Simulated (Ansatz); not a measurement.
CuGe$_{2}$N$_{3}$ in space group Cmc2_1 (No. 36; Cu on 4a, Ge on 8b, N on 8b, N on 4a), plane-wave PAW PBE (Ansatz code), all energies at zero smearing, with the estimated change up to a 700 eV cutoff added, with one set of potentials and settings (totals compare only within such a set). Cell of 12 atoms (2 Cu, 4 Ge, 6 N): -32732.996 eV.

| element | reference phase | E (eV/atom) |
|---|---|---|
| Cu | Fm-3m, 1 atoms in the cell | -6625.1757 |
| Ge | Fd-3m, 2 atoms in the cell | -4294.9847 |
| N | Pa-3, 8 atoms in the cell | -384.0325 |

Formation energy per atom, worked out: (-32732.996 − 2×(-6625.1757) − 4×(-4294.9847) − 6×(-384.0325))/12 = 0.124 eV/atom (12 kJ per mol of atoms), at 0 K, without zero-point energy or fitted corrections.

The workflow started from a Materials Project entry (that database holds measured and hypothetical structures alike); the Crystallography Open Database copy checked does not list it. Its standing as an ambient phase is unchecked. Symmetry was held in the PBE relaxation; its stability against distortions is not shown here. No spin polarisation was allowed. The references are the lowest solids computed at this level, not always the standard phases (solids in place of the gases).

Potentials: the later of the program's two PAW sets.
